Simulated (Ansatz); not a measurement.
# MnF2: how the axes shrink under pressure

MnF2, P4_2/mnm, a = 4.983 Å, c = 3.366 Å. Ansatz: PBE+U, PAW, 420 eV, Γ-centred 6×6×8 mesh on 6 atoms, Gaussian smearing 0.02 eV; U_eff Mn 3.90 eV; collinear spin, largest moment 4.3 μB. Cell and atoms are relaxed at each pressure, and no other structure is tried, so the rows at high pressure may lie past a change of phase. y = 100 ln(c/c0) with c0 = 3.3663 Å, so nearly a change in per cent. The pressures are the targets, met within 0.04 GPa.

| P (GPa) | y | 100 ln(a/a0) |
| --- | --- | --- |
| -2.0 | ? | ? |
| 0.0 | 0.00 | 0.00 |
| 2.0 | -0.49 | -0.91 |
| 5.0 | -1.01 | -2.24 |
| 10.0 | -1.69 | -4.10 |
| 20.0 | -2.59 | -7.17 |
| 40.0 | -3.22 | -11.99 |

Problem. Fit y = c1 P + c2 P² to the other rows, give the linear compressibility along c, and predict the missing y.

Solution. Least squares on the rows shown. y = −0.1911 P + 0.002780 P². The linear compressibility along c is −c1/100 = 1.91 per TPa, against 4.33 along a from the same fit to the last column (its missing entry is 1.11): the crystal is softer along a at low pressure. The runs next to zero pressure give 2.34 and 5.10, so a parabola over the whole range misstates the start. With a term in P³ added, the coefficient of P becomes -0.2294, 20 % more, which shows how far this figure hangs on the form. At P = -2.0 the fit asked for gives 0.39. The run gave 0.44, so the fit is 0.05 too low, within the rms miss on the fitted rows (0.10). The parabola turns at P = 34.4, between the two outer rows, which can neither show nor exclude a turn there.

The state reached may not be the lowest one. The program reads another magnetic order as possibly lower. Moments started parallel, and an antiferromagnetic order may lie lower.

Cost: 7 runs of about 12 core-minutes in all, on Arm Neoverse V2 (shared hosts).